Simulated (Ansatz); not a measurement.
Sr₂FeH₆ in space group Fm-3m (No. 225; Sr on 8c, Fe on 4a, H on 24e), LDA (plane waves, PAW; program Ansatz). The conduction-band minimum lies at X, with 3 equivalent valleys. Second derivatives d²E/dk² of the lowest band at one valley (eV·Å²), along Cartesian directions:

```tsv
direction	d²E/dk²
[100]	10.72
[010]	5.429
[001]	5.429
[110]	8.076
[101]	8.076
[011]	5.430
```

### Question
Find the principal effective masses, the density-of-states mass and the conductivity mass.

### Answer
Off-diagonal terms follow from H_xy = H[110] − (H_xx + H_yy)/2, and m*/mₑ = 7.620 eV·Å² over each eigenvalue: 0.71, 1.4, 1.4. One valley's DOS mass (m₁m₂m₃)^(1/3) = 1.1, conductivity mass 3/(Σ 1/mᵢ) = 1.1 mₑ.

### Question
What effective density of states Nc follows at 300 K for parabolic valleys?

### Answer
Nc = 2.509e19 × 3 × (1.1)^(3/2) ≈ 8.7e19 cm⁻³.

### Question
With the computed static dielectric constant 10.6 (mean of the diagonal), estimate a hydrogenic donor's binding energy and radius.

### Answer
E = 13.606 eV × 1.1/10.6² ≈ 130 meV; a = 0.529 Å × ε/m* ≈ 5.1 Å. Semilocal masses tend to be too small where the gap is.

The workflow started from a Materials Project entry (that database holds measured and hypothetical structures alike); the Crystallography Open Database copy checked does not list it. Its standing as an ambient phase is unchecked. The cell was relaxed with LDA under the symmetry of its start; phonons on a q-mesh show no instability. No spin polarisation was allowed. Spin–orbit coupling is left out wherever it is not named.

Potentials: the later of the program's two PAW sets.
